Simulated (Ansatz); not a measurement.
Relaxed SiC (wurtzite):

```yaml
crystal:
  lattice:
    - [6.18391, 0.00000, 0.00000]
    - [-1.54598, 2.67771, 0.00000]
    - [0.00000, 0.00000, 5.07427]
  atoms:
    - { symbol: Si, position: [0.33333, 0.33333, 0.00052] }
    - { symbol: Si, position: [0.83333, 0.33333, 0.00052] }
    - { symbol: Si, position: [0.16667, 0.66667, 0.50052] }
    - { symbol: Si, position: [0.66667, 0.66667, 0.50052] }
    - { symbol: C, position: [0.33333, 0.33333, 0.62468] }
    - { symbol: C, position: [0.83333, 0.33333, 0.62468] }
    - { symbol: C, position: [0.16667, 0.66667, 0.12468] }
    - { symbol: C, position: [0.66667, 0.66667, 0.12468] }
```

The atoms are displaced by Q × the pattern below (from a DFPT mode at M = (0.5, 0.0, 0.0), largest move 1; Q in Å), at fixed cell. (q is in reciprocal vectors of the primitive cell; the cell shown is doubled to hold the pattern.)

```tsv
atom	x	y	z
Si1	0.859	0.496	0.128
Si2	-0.859	-0.496	-0.128
Si3	-0.859	-0.496	0.128
Si4	0.859	0.496	-0.128
C5	0.442	0.255	-0.432
C6	-0.442	-0.255	0.432
C7	-0.442	-0.255	-0.432
C8	0.442	0.255	0.432
```

These are PBE (plane waves to 420 eV, PAW, scalar-relativistic; Ansatz, a quantum-chemistry and plane-wave program) values and carry that method's errors. k mesh 6×12×7 (Γ-centred), Fermi-Dirac smearing 0.05 eV. E stands for the smeared free energy. SiC was relaxed with its symmetry unable to fall. The zero of ΔE is the undisplaced structure.

```json
[
 {"Q (Å)": "-0.180", "ΔE (meV/cell)": "2270"},
 {"Q (Å)": "-0.120", "ΔE (meV/cell)": "1029"},
 {"Q (Å)": "-0.060", "ΔE (meV/cell)": "260"},
 {"Q (Å)": "0.000", "ΔE (meV/cell)": "0"},
 {"Q (Å)": "0.060", "ΔE (meV/cell)": "260"},
 {"Q (Å)": "0.120", "ΔE (meV/cell)": "1029"},
 {"Q (Å)": "0.180", "ΔE (meV/cell)": "2270"}
]
```

Which DFPT wavenumber at M = (0.5, 0.0, 0.0) belongs to this mode?
A) 823 cm⁻¹
B) 543 cm⁻¹
C) 730 cm⁻¹
D) 257 cm⁻¹

B, 543 cm⁻¹. The curvature of the scan gives 543 cm⁻¹

(For displaced atoms, the force is minus the slope of the energy, and its curvature is a force constant, which sets phonon frequencies.)
